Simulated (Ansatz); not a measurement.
MgH2:
```
MgH2
1.0
    4.51632     0.00000     0.00000
    0.00000     4.51632     0.00000
    0.00000     0.00000     3.01298
Mg H
2 4
Cartesian
  2.25816   2.25816   1.50649
  0.00000   0.00000   0.00000
  3.14180   3.14180   0.00000
  1.37453   1.37453   0.00000
  3.63269   0.88363   1.50649
  0.88363   3.63269   1.50649
```

Relaxed with PBE. Special points in fractions of this cell's reciprocal vectors: Γ (0.000, 0.000, 0.000); X (0.000, 0.500, 0.000); M (0.500, 0.500, 0.000); Z (0.000, 0.000, 0.500); R (0.000, 0.500, 0.500); A (0.500, 0.500, 0.500).

Task: List the band energies nearest the valence-band maximum at these points for PBE (plane waves, PAW; program Ansatz).

Result: In eV from the valence-band maximum; about four levels below and three above (degenerate sets whole), none deeper than 8.9 eV; points with the same levels are listed once.

| k | below | above |
|---|---|---|
| Γ | -6.42 -1.45 -1.45 -0.44 | 4.73 5.01 9.14 9.14 |
| X | -4.81 -4.81 -0.51 -0.51 | 5.33 5.33 10.05 10.05 |
| M | -3.75 -3.75 -2.72 -2.72 | 9.02 9.02 9.16 9.16 |
| Z | -3.00 -3.00 -0.08 -0.08 | 6.31 6.31 6.81 6.81 |
| R | -2.25 -2.25 -1.08 -1.08 | 5.17 5.17 6.81 6.81 |
| A | -1.87 -1.87 -0.94 -0.94 | 3.86 3.86 4.19 4.19 |

Space group P4_2/mnm (rutile). Symmetry was held in the PBE relaxation.

Potentials: the later of the program's two PAW sets.
